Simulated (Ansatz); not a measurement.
TlBr:
```
CELL_PARAMETERS angstrom
      2.13703    -5.94049     0.00000
      2.13703     5.94049     0.00000
      0.00000     0.00000     4.72798
ATOMIC_POSITIONS crystal
  Tl 0.39412 0.60588 0.75000
  Tl 0.60588 0.39412 0.25000
  Br 0.86150 0.13850 0.25000
  Br 0.13850 0.86150 0.75000
```

x, y and z are the axes in which the lattice vectors are written.

**Question.** Give the high-frequency dielectric tensor and the Born effective charge tensors of the independent atoms from DFPT, DFT-LDA in the program Ansatz with PAW potentials.

**Answer.** 
ε∞:
```
6.43  0.00  0.00
0.00  6.89  0.00
0.00  0.00  7.45
```
Z* of atom 1 (Tl), rows: field, columns: displacement, in e:
```
2.04  0.00  0.00
0.00  2.16  0.00
0.00  0.00  2.29
```
Z* of atom 3 (Br), rows: field, columns: displacement, in e:
```
-2.04   0.00   0.00
 0.00  -2.16   0.00
 0.00   0.00  -2.29
```

Static charges for comparison (Bader): Tl1 +0.57, Br3 -0.57 e. Born charges measure polarisation by displacement and can exceed these by far.

Space group Cmcm. The workflow started from a Materials Project entry (that database holds measured and hypothetical structures alike); the Crystallography Open Database copy checked does not list it. COD files the formula under space group No. 221. Whether it is the stable phase at ambient conditions was not checked. Symmetry was held in the LDA relaxation; its stability against distortions is not shown here. A crystal of weakly bound molecules computed without a dispersion correction: the cell and the soft elastic constants depend strongly on that. Spin–orbit coupling is left out wherever it is not named.

Potentials: the later of the program's two PAW sets.
